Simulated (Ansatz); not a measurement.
In GdN (rock salt type) the Gd atom of the primitive cell, with all its periodic images, is moved by 0.02 Å along x.

```
Gd N
1.0
     0.00000    2.49000    2.49000
     2.49000    0.00000    2.49000
     2.49000    2.49000    0.00000
Gd N
1 1
Direct
  0.99598 0.00402 0.00402
  0.50000 0.50000 0.50000
```

The calculation used PBE, all-electron LAPW, point nucleus (Ansatz 0.2.0 development build).

k-mesh 8×8×8 Γ-centred; Fermi–Dirac smearing of 0.1 eV; no spin polarisation; no spin–orbit coupling.

Q: What force results, and what does it mean for the zone-centre vibration?

A: The force on it along the displacement is -0.0295 eV/Å, a force constant of 1.48 eV/Å². The cell stands under a pressure of -6.3 GPa, which shifts the constant from its value at the relaxed volume. With the reduced mass of 12.86 u the zone-centre optical mode lies at 177 cm⁻¹ (5.29 THz) in this finite-step estimate.

```
atom  Fx (eV/Å)  Fy (eV/Å)  Fz (eV/Å)
 Gd1    -0.0295     0.0000     0.0000
  N2     0.0295     0.0000     0.0000
```

The k-mesh is modest, so these values aren't fully converged in k. The open f shell is treated without spin here, so this is a model state and not the ground state.
